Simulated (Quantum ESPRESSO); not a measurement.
# ZrOs4Nb2Ir: a guest atom moved from site to site

Computed values, not a measurement. The program is pw.x of Quantum ESPRESSO 7.5 (plane-wave density functional theory). The cell is made up: eight metal atoms on a hexagonal close-packed lattice, with elements, volume, strain and displacements drawn at random and not relaxed, so it may be unstable or far from any real phase. PseudoDojo standard norm-conserving files set the functional (PBE unless stated); there is no spin polarisation or spin-orbit coupling, the Fermi-Dirac width of 0.25 eV means electrons at about 2900 K, and the masses in the input are unused placeholders. Heavy elements are run without spin-orbit coupling, which real alloys of them have. A spin test at this wide smearing found no moment, but such smearing suppresses magnetism that the real alloy may have.

The runs move one Zr atom among sites that otherwise hold Os. Cell, positions, cutoff, mesh and smearing stay as in the input of run 1; sites are counted in its order. Stress in the tables is positive in tension.

Input of run 1:

```
&control calculation='scf', pseudo_dir='./dojo.nc.sr.pbe.v0_5.standard.upf', outdir='./o', disk_io='minimal', tprnfor=.true., tstress=.true. /
&system ibrav=0, nat=8, ntyp=4, nbnd=78, ecutwfc=82.02448710, nosym=.true., tot_charge=0,
 occupations='smearing', smearing='fd', degauss=0.0183746611
/
&electrons conv_thr=1.470e-08, electron_maxstep=70, mixing_beta=0.5 /
ATOMIC_SPECIES
Ir 1.0 Ir.upf
Nb 1.0 Nb.upf
Os 1.0 Os.upf
Zr 1.0 Zr.upf
CELL_PARAMETERS angstrom
2.8652 0.0 0.0
1.4326 -2.4813 -4.5214
1.4326 7.444 -4.5214
ATOMIC_POSITIONS angstrom
Zr -0.0673 -0.0695 -0.0247
Os 1.4258 2.3972 -4.4634
Nb 1.3293 -0.8076 -2.2583
Ir 2.8549 1.6101 -6.7186
Os 2.9092 5.0866 -4.4859
Nb 2.8183 -0.0836 -4.4548
Os 2.7435 1.4911 -2.3131
Os 4.2373 4.1863 -6.8044
K_POINTS automatic
8 5 3 1 1 1
```

```
run  elements on sites 1 to 8  free energy less that of run 1 (eV)  -TS (eV)  pressure (GPa)  stress xx (GPa)  stress yy (GPa)  stress zz (GPa)  stress yz (GPa)  stress xz (GPa)  stress xy (GPa)  iterations
  1   Zr Os Nb Ir Os Nb Os Os                                0.000    -1.712            3.44            -3.42            -0.70            -6.19             0.40            -0.55             1.03          22
  2   Os Zr Nb Ir Os Nb Os Os                               -1.859    -1.676            2.53            -3.38            -1.36            -2.86             0.84             0.23            -0.39          21
  3   Os Os Nb Ir Zr Nb Os Os                               -2.222    -1.545            1.97            -1.76             0.51            -4.67             0.35            -0.75             0.92          20
  4   Os Os Nb Ir Os Nb Os Zr                               -1.882    -1.623            2.04            -2.69             0.35            -3.79             0.17            -0.65             0.37          22
```

Forces Fx Fy Fz (eV/Å):

```
site             run 1              run 2              run 3              run 4
   1   0.28 -0.92 1.30    0.20 -0.01 1.04     0.19 1.68 1.15   0.09 -0.25 -0.85
   2  -0.29 0.80 -0.33   -0.20 2.42 -0.68   -0.33 0.42 -0.34    -0.28 0.79 0.40
   3   0.16 -0.90 0.43    0.24 -1.42 2.07    0.00 -0.55 0.58     0.27 1.22 1.82
   4  -0.09 0.61 -0.44   -0.03 0.34 -0.81   -0.10 -0.17 0.58  -0.04 -0.35 -0.21
   5  -0.53 -3.04 0.23  -0.74 -0.72 -0.27    0.00 -2.63 0.95   -0.29 -1.51 0.69
   6  -0.14 2.39 -2.83  -0.11 -1.56 -2.91   -0.14 0.56 -2.59   -0.05 0.33 -2.69
   7   0.24 2.54 -0.62     0.40 1.47 1.48    0.44 2.08 -0.25    0.40 1.68 -0.12
   8   0.38 -1.48 2.27    0.24 -0.52 0.07  -0.06 -1.39 -0.08   -0.10 -1.91 0.95
```

The sites are displaced and not relaxed, so the energy differences mix bonding between neighbours with strain and are not ordering energies. A rerun of one cell of this series at a higher cutoff and on a denser mesh moved values by no more than 0.004 eV in energy, 0.10 GPa in stress and 0.009 eV/Å in force, and a second program with other atomic files agreed on that cell to 2 % rms in force and 0.5 GPa in pressure.